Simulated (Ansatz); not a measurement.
Starting cell, Pt (fcc, Cu type):

```xyz
2
Lattice="0.0000 3.9703 3.9703 1.9851 1.9851 3.9703 1.9851 1.9851 0.0000" Properties=species:S:1:pos:R:3 pbc="T T T"
Pt     0.0000     0.0000     0.0000
Pt     1.9851     3.9703     5.9554
```

A phonon eigenvector at X = (0.5, 0.5, 0.0) is frozen into this cell: atom i moves by Q times the vector below, so Q is the largest atomic displacement, in Å. The cell is held. (q is in reciprocal vectors of the primitive cell; the cell shown is doubled to hold the pattern.)

```
atom      x      y       z
----  -----  -----  ------
Pt1   0.000  0.000  -1.000
Pt2   0.000  0.000   1.000
```

All values below come from PBE (plane waves to 420 eV, PAW, scalar-relativistic; Ansatz, a first-principles code). k mesh 20×20×20 (Γ-centred), Fermi-Dirac smearing 0.05 eV. The energy includes the smearing's −TS. With partly filled bands, energies and forces of such displacements shift with the k mesh and the smearing. Pt is run without spin polarisation. Pt was relaxed with its symmetry unable to fall. Spin-orbit coupling is left out, though Pt is heavy. The zero of ΔE is the undisplaced structure. The last digit holds for this mesh only.

```json
[
 {"Q (Å)": "-0.180", "ΔE (meV/cell)": "791.6"},
 {"Q (Å)": "-0.150", "ΔE (meV/cell)": "543.2"},
 {"Q (Å)": "-0.120", "ΔE (meV/cell)": "withheld"},
 {"Q (Å)": "-0.090", "ΔE (meV/cell)": "192.1"},
 {"Q (Å)": "-0.060", "ΔE (meV/cell)": "84.9"},
 {"Q (Å)": "-0.030", "ΔE (meV/cell)": "21.2"},
 {"Q (Å)": "0.000", "ΔE (meV/cell)": "0.0"},
 {"Q (Å)": "0.030", "ΔE (meV/cell)": "21.2"},
 {"Q (Å)": "0.060", "ΔE (meV/cell)": "84.9"},
 {"Q (Å)": "0.090", "ΔE (meV/cell)": "192.1"},
 {"Q (Å)": "0.120", "ΔE (meV/cell)": "withheld"},
 {"Q (Å)": "0.150", "ΔE (meV/cell)": "543.2"},
 {"Q (Å)": "0.180", "ΔE (meV/cell)": "791.6"}
]
```

Fit an even polynomial form (powers 2, 4) to the given rows and predict ΔE at Q = -0.120.

Least squares on the 11 given rows: ΔE = (23480)·Q² + (29380)·Q⁴, in meV/cell with Q in Å; root-mean-square residual 0.02 meV/cell. At -0.120 the fit gives 344.2 meV/cell; the calculation gives 344.2 meV/cell, the same to the digits shown. The quadratic term alone would give 338.1 meV/cell.

(A displaced cell: forces are minus the slopes of the energy, force constants its curvatures, and phonons follow from these.)
